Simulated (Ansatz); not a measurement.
C:
Space group P6₃/mmc (No. 194); a = 2.512 Å, b = 2.512 Å, c = 12.392 Å, α = 90.00°, β = 90.00°, γ = 120.00°

```
atom  site  symmetry       x       y       z
----  ----  --------  ------  ------  ------
C       4f       3m.  0.6667  0.3333  0.1451
C       4f       3m.  0.6667  0.3333  0.0208
C       4e       3m.  0.0000  0.0000  0.1868
```

Relaxed with r²SCAN. r²SCAN in the plane-wave PAW code Ansatz gives a gap of 4.66 eV.

### Question
What gap does HSE06 give on the same cell (Ansatz, PAW)?

### Answer
5.61 eV, 0.95 eV more. The hybrid was solved on a coarser mesh and at special points; its gap is the smallest among all of these.

```
k  v1 r²SCAN  c1 r²SCAN  v1 HSE06  c1 HSE06
-  ---------  ---------  --------  --------
Γ       0.00       5.68       ___       ___
A      -0.34       6.10       ___       ___
K      -4.91       5.94     -5.07      6.80
H      -5.14       6.18       ___       ___
M      -3.10       4.89     -3.20      5.80
L      -3.46       5.06       ___       ___
```

### Question
Top valence (v1) and lowest conduction level (c1) in eV from each method's valence maximum (which need not be a listed point): supply the withheld HSE06 values.

### Answer

- Γ, v1 HSE06: 0.00
- Γ, c1 HSE06: 6.78
- L, v1 HSE06: -3.57
- L, c1 HSE06: 5.98
- A, v1 HSE06: -0.34
- A, c1 HSE06: 7.19
- H, v1 HSE06: -5.30
- H, c1 HSE06: 7.03

Cost on shared cores: the r²SCAN run (SCF on a 13×13×3 mesh, then bands and DOS) very roughly 100 core-seconds, the HSE06 run (SCF on 7×7×2, then a few points) around 3 core-minutes (rough); the tasks are unlike.

Space group P6_3/mmc. The workflow started from a Materials Project entry (that database holds measured and hypothetical structures alike). Its sites differ from those of the usual phase in this space group: another stacking or structure type. The cell was relaxed with r²SCAN under the symmetry of its start; phonons on a q-mesh show no instability.

Potentials: the later of the program's two PAW sets.
